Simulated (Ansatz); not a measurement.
Relaxed-ion elastic tensor of YRh (CsCl type, Pm-3m) in GPa (Voigt order), LDA in the plane-wave PAW code Ansatz; density 8.46 g/cm³, 18.82 Å³ per atom.

|  | 1 | 2 | 3 | 4 | 5 | 6 |
|---|---|---|---|---|---|---|
| 1 | 172 | 111 | 111 | 0.0 | 0.0 | 0.0 |
| 2 | 111 | 172 | 111 | 0.0 | 0.0 | 0.0 |
| 3 | 111 | 111 | 172 | 0.0 | 0.0 | 0.0 |
| 4 | 0.0 | 0.0 | 0.0 | 41.3 | 0.0 | 0.0 |
| 5 | 0.0 | 0.0 | 0.0 | 0.0 | 41.3 | 0.0 |
| 6 | 0.0 | 0.0 | 0.0 | 0.0 | 0.0 | 41.3 |

**Question.** Is the crystal mechanically stable?

**Answer.** Yes: the smallest eigenvalue of C is 41.3 GPa.

**Question.** Work out the Voigt, Reuss and Hill averages.

**Answer.** K_V = 131, K_R = 131, K_H = 131; G_V = 37.0, G_R = 36.2, G_H = 36.6 GPa.

**Question.** Give Young's modulus, Poisson's ratio, Pugh's ratio and the universal anisotropy index.

**Answer.** E = 9KG/(3K + G) = 100 GPa; ν = 0.37; K/G = 3.60 (ductile by the Pugh limit of 1.75); A_U = 5G_V/G_R + K_V/K_R − 6 = 0.11.

**Question.** Estimate the sound speeds and the Debye temperature.

**Answer.** v_l = √((K + 4G/3)/ρ) = 4610 m/s, v_t = √(G/ρ) = 2080 m/s, mean 2340 m/s; Θ = (h/k)(3n/4πV)^(1/3) v_m = 262 K.

**Question.** Give the Zener ratio and Young's modulus along [100], [110] and [111].

**Answer.** A = 2C44/(C11 − C12) = 1.36; 1/E = S11 − 2(S11 − S12 − S44/2)Γ with Γ = 0, 1/4, 1/3 gives 84.8, 104, 112 GPa.

**Question.** Solve the Christoffel equation for the three sound speeds along [100], [110], [111].

**Answer.** Eigenvalues of C_ijkl n_j n_l equal ρv². In km/s, slowest first: [100] 2.21, 2.21, 4.51; [110] 1.90, 2.21, 4.65; [111] 2.01, 2.01, 4.70.

The first step of the workflow began from a Materials Project structure, measured or hypothetical; the Crystallography Open Database files this formula in space group No. 221, but the cells were not matched. Its standing as an ambient phase is unchecked. The LDA relaxation kept the symmetry of its start; of distortions, only those at the zone centre were tested. The run is not spin-polarised. As this level gives no gap, shear constants depend on the k-mesh and smearing (Fermi–Dirac, 0.1 eV here).

Potentials: the later of the program's two PAW sets.
